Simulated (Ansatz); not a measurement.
One starting cell of ZnSiP$_{2}$ (a generated trial cell of ZnSiP2 in the chalcopyrite structure type) was relaxed twice with Ansatz (plane waves, PAW, scalar-relativistic): with PBEsol at 420 eV and with PBE at 420 eV. The PBEsol result:

Space group I-42d (No. 122); a = 5.353 Å, b = 5.353 Å, c = 10.445 Å, α = 90.00°, β = 90.00°, γ = 90.00°

```csv
atom,site,symmetry,x,y,z
Zn,4a,-4..,0.0000,0.0000,0.0000
Si,4b,-4..,0.0000,0.0000,0.5000
P,8d,.2.,0.2500,0.2355,0.3750
```
(The calculation used a cell of 8 atoms; values per cell refer to that cell.)

```tsv
quantity	PBEsol	PBE
space group	I-42d	I-42d
volume (Å³/atom)	18.71	?
a (Å)	5.353	?
c (Å)	10.445	?
gap (eV, no spin-orbit coupling)	1.16	?
pressure at 70 % of the level's own volume (GPa)	72.3	?
energy after exchanging Zn and P (P1), against the parent (eV/atom)	+0.227	?
```

**Question.** Fill in the PBE column.

**Answer.** 
- volume (Å³/atom), PBE: 19.34
- a (Å), PBE: 5.419
- c (Å), PBE: 10.539
- gap (eV, no spin-orbit coupling), PBE: 1.36
- pressure at 70 % of the level's own volume (GPa), PBE: 66.4
- energy after exchanging Zn and P (P1), against the parent (eV/atom), PBE: +0.230

Both levels end in the same structure; PBE's volume is 3.4 % larger; its gap is 0.20 eV larger. Neither column is exact.

No spin polarisation in the result.

The run could not lose the symmetry of its start; a randomly shaken copy of 8 atoms returns to this structure.

Ansatz is an electronic-structure program.
